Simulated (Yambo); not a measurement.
A G0W0@PBEsol run in Yambo for Rb2PtF6 (space group P-3m1, No. 164) (3×3×2 Γ-centred k mesh, bands 5 to 222 and a 7 Ry block in the screening, 222 bands in G with the Bruneval-Gonze terminator, plasmon pole fitted at 27.2 eV) gives these matrix elements, in eV, at the band edges (H → (0, 0.333, -0.5)):

| state | E0 | <Vxc> | <Σx> | <Σc(E0)> | Z |
|---|---|---|---|---|---|
| valence edge | 0.000 | -22.895 | -29.439 | 4.492 | 0.815 |
| conduction edge | 2.607 | -22.902 | -17.777 | -2.479 | 0.827 |

Question: Solve the linearised quasiparticle equation for both states, give the gap, and say how exchange and correlation each act on it.

Answer: E = E0 + Z(Σx + Σc − Vxc). Valence: 0.000 + 0.815 × (-29.439 + (4.492) − (-22.895)) = -1.67 eV. Conduction: 2.607 + 0.827 × (-17.777 + (-2.479) − (-22.902)) = 4.79 eV. The gap is 6.47 eV, against 2.61 eV in PBEsol. Replacing Vxc by bare exchange alone would open it by 11.67 eV; correlation takes back 6.97 eV of that, and Z scales what is left. Nearest settings tried, and what they do to the gap: 148 bands in G: +8 meV; 93 bands in W, 93 bands in G: +161 meV; 6 Ry block (277 vectors against 307): -6 meV. Not varied: mesh. So the settings aren't converged at that level. The mesh misses a band edge: along a dense path the PBEsol gap is 2.53 eV against 2.61 eV on the mesh. Spin-orbit coupling is left out, which matters for elements this heavy: edges can move by tenths of an eV.

Geometry of the Materials Project entry, not relaxed at this level; primitive cell a = 5.9250 Å, b = 5.9250 Å, c = 4.7658 Å, α = 90.00°, β = 90.00°, γ = 120.00°.

The structure is a Materials Project entry; no match was found in the copy of COD used, and its stability was not checked.
